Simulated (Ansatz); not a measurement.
Here is the system:

Sc2AlC:
```xyz
8
Lattice="3.2590 0.0000 0.0000 -1.6295 2.8224 0.0000 0.0000 0.0000 14.9399" Properties=species:S:1:pos:R:3 pbc="T T T"
Sc     1.6295     0.9408    13.7060
Sc     0.0000     1.8816     1.2339
Sc     0.0000     1.8816     6.2360
Sc     1.6295     0.9408     8.7039
Al     0.0000     1.8816    11.2049
Al     1.6295     0.9408     3.7350
C      0.0000     0.0000     0.0000
C      0.0000     0.0000     7.4699
```

This is the PBEsol-relaxed structure. Cartesian axes are those of the cell as given.

### Question
All from PBEsol in the plane-wave PAW code Ansatz, unless another level is named. Give the Debye temperature from the elastic constants.

### Answer
540 K.

### Question
Give the elastic constants (relaxed ions, GPa).

### Answer
C11 = 177, C12 = 64.1, C13 = 37.6, C33 = 186, C44 = 46.3.

### Question
And the highest zone-centre frequency?

### Answer
539 cm^-1.

Space group P6_3/mmc. The workflow started from a Materials Project entry (that database holds measured and hypothetical structures alike); the Crystallography Open Database copy checked does not list it. Whether it is the stable phase at ambient conditions was not checked. The cell was relaxed with PBEsol under the symmetry of its start; of distortions, only those at the zone centre were tested. No spin polarisation was allowed. As this level gives no gap, shear constants depend on the k-mesh and smearing (Fermi–Dirac, 0.1 eV here). As this level gives no gap, phonon frequencies hold no LO–TO term and depend on the k-mesh and smearing (Fermi–Dirac, 0.1 eV here).

Potentials: the later of the program's two PAW sets.
